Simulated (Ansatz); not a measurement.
MoSe₂ in space group R3m (No. 160; Mo on 3a, Se on 3a, Se on 3a), LDA in the plane-wave PAW code Ansatz. The conduction-band minimum lies on the Γ–S0 line, 56 % of the way from Γ, with 6 equivalent valleys. Second derivatives d²E/dk² of the lowest band at one valley (eV·Å²), along Cartesian directions:

```csv
direction,d²E/dk²
[100],12.07
[010],14.01
[001],17.20
[110],11.36
[101],14.38
[011],15.46
```

Question: Find the principal effective masses, the density-of-states mass and the conductivity mass.

Answer: Off-diagonal terms follow from H_xy = H[110] − (H_xx + H_yy)/2, and m*/mₑ = 7.620 eV·Å² over each eigenvalue: 0.44, 0.51, 0.69. One valley's DOS mass (m₁m₂m₃)^(1/3) = 0.54, conductivity mass 3/(Σ 1/mᵢ) = 0.53 mₑ.

Question: What effective density of states Nc follows at 300 K for parabolic valleys?

Answer: Nc = 2.509e19 × 6 × (0.54)^(3/2) ≈ 6.0e19 cm⁻³.

The first step of the workflow began from a Materials Project structure, measured or hypothetical; the Crystallography Open Database copy checked does not list it. It is not the phase usual at ambient conditions (space group No. 194). Symmetry was held in the LDA relaxation; its stability against distortions is not shown here. No spin polarisation was allowed. A crystal of weakly bound layers computed without a dispersion correction: the cell and the soft elastic constants depend strongly on that. Spin–orbit coupling is left out wherever it is not named.

Potentials: the later of the program's two PAW sets.

Edges and masses are those of Kohn–Sham bands, whose gap is no quasiparticle gap.
